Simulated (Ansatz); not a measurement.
Au (fcc, Cu type)

```
CELL_PARAMETERS angstrom
      0.00000     2.07863     2.07863
      2.07863     0.00000     2.07863
      2.07863     2.07863     0.00000
ATOMIC_POSITIONS crystal
  Au 0.00000 0.00000 0.00000
```

The slice is a {100} plane (indices of the conventional cell) through the point (0.000, 0.000, 0.000) (fractional), spanned by u = [100] and v = [0 1 -1] in vectors of this cell: u (2.94 Å) and v (2.94 Å, at 90° to u). It covers one period; positions are fractions (u, v).

These are PBE (plane waves to 420 eV, PAW, scalar-relativistic; Ansatz, a program for electronic structure) values and carry that method's errors. k mesh 19×19×19. These are valence fields of a PAW run, semicore shells included where kept as valence: close to a nucleus they are smooth pseudo fields. Au was relaxed with its symmetry unable to fall. Spin-orbit coupling is left out, though Au is heavy. The PAW data are Ansatz's earlier set.

Q: What is the valence density on the shortest Au–Au line in this plane (2.94 Å), at its midpoint?

A: 0.26 e/Å³.

Q: What is the ELF at the midpoint of the shortest Au–Au line in this plane (2.94 Å)?

A: 0.20.

Q: Predict the map of the valence electron density on the slice.

A: 
```tsv
v \ u	0.00	0.12	0.25	0.38	0.50	0.62	0.75	0.88
0.88	1.0	0.8	0.3	-0.4	-0.7	-0.4	0.3	0.8
0.75	0.5	0.3	-0.2	-0.6	-0.8	-0.6	-0.2	0.3
0.62	-0.3	-0.4	-0.6	-0.9	-1.0	-0.9	-0.6	-0.4
0.50	-0.6	-0.7	-0.8	-1.0	-1.0	-1.0	-0.8	-0.7
0.38	-0.3	-0.4	-0.6	-0.9	-1.0	-0.9	-0.6	-0.4
0.25	0.5	0.3	-0.2	-0.6	-0.8	-0.6	-0.2	0.3
0.12	1.0	0.8	0.3	-0.4	-0.7	-0.4	0.3	0.8
0.00	1.2	1.0	0.5	-0.3	-0.6	-0.3	0.5	1.0
```

Values: log₁₀ of the valence density in e/Å³. The scale is logarithmic, as a density can span decades between atoms and voids.
